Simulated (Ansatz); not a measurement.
C:
```
C
1.0
    9.40197     0.00000     0.00000
   -4.70098     8.14234     0.00000
    0.00000     0.00000     3.62002
C
18
Cartesian
  1.42415   0.00000   0.00000
  2.81252   0.00000   0.00000
  4.03508   0.00000   0.00000
  0.71208   1.23335   0.00000
  1.40626   2.43572   0.00000
  2.01754   3.49448   0.00000
 -0.71208   1.23335   0.00000
 -1.40626   2.43572   0.00000
 -2.01754   3.49448   0.00000
  7.97781   0.00000   0.00000
  6.58945   0.00000   0.00000
  5.36689   0.00000   0.00000
  3.98891   6.90899   0.00000
  3.29472   5.70663   0.00000
  2.68345   4.64786   0.00000
 -3.98891   6.90899   0.00000
 -3.29472   5.70663   0.00000
 -2.68345   4.64786   0.00000
```

Relaxed with r²SCAN+D4.

Map the valence electron density (e/Å³), cut off at 2 on the plane through (0.151, 0.000, 0.000) spanned by u = [1, 1, 0] and v = [1, -1, 0] in lattice vectors, from r²SCAN+D4 in the plane-wave PAW code Ansatz.

x is the fraction of u, y of v (the angle between them is 90°; rows are the nearest grid lines); atoms in the plane: C at (0.00, 0.00), C at (0.50, 0.50), C at (0.07, 0.07), C at (0.57, 0.57), C at (0.14, 0.14), C at (0.64, 0.64), C at (0.08, 0.92), C at (0.58, 0.42), C at (0.22, 0.92), C at (0.72, 0.42).
```
|8874210000000000000000000000124788999998|
|5899765667888876666688877665679985311135|
|4788999998999989999999998999998873100014|
|9985321122222222212222222211236998655579|
|9985310000000000000000000000136999766679|
|3788974210000000000000000125898863100013|
|2489998421000000000000001248999842100012|
|0125789963100000000000013699874210000000|
|0000137998742100000012478996310000000000|
|0000012589997421000148999842100000000000|
|0000001258988631000168898521000000000000|
|0000000001369997656799631000000000000000|
|2222221112358997656798532112222222211122|
|9999989999988731000178899999899998999999|
|7888877666799852111389976667788887776777|
|0000000001247889999987421000000000000000|
|0000000124699963212399964210000000000000|
|0000012489998421000148999842100000000000|
|0000024799984210000025899974200000000000|
|0012469996421000000001247999632100000000|
|1248999742000000000000012479998421000001|
|3688985210000000000000000125898863100013|
|6999642100000000000000000012479995321236|
|8874210000000000000000000000124788999998|
```
Scale: ten equal steps from 0.001 (start of '0') to 2.00 (end of '9'), in the order '0123456789'; x runs from 0.000 to 1.00, y from 0.000 (bottom) to 1.00 (top).

The density is the valence pseudo-density with augmentation charge, so density and ELF within about 1 Å of a nucleus are not all-electron values.

Space group P6/mmm. The start of the workflow was typed in or built on a structure type; the Crystallography Open Database copy checked does not list it. It is not the phase usual at ambient conditions (space group No. 194, 227). The cell was relaxed with r²SCAN+D4 under the symmetry of its start; whether a distortion lowers the energy is not shown.

Potentials: the later of the program's two PAW sets.
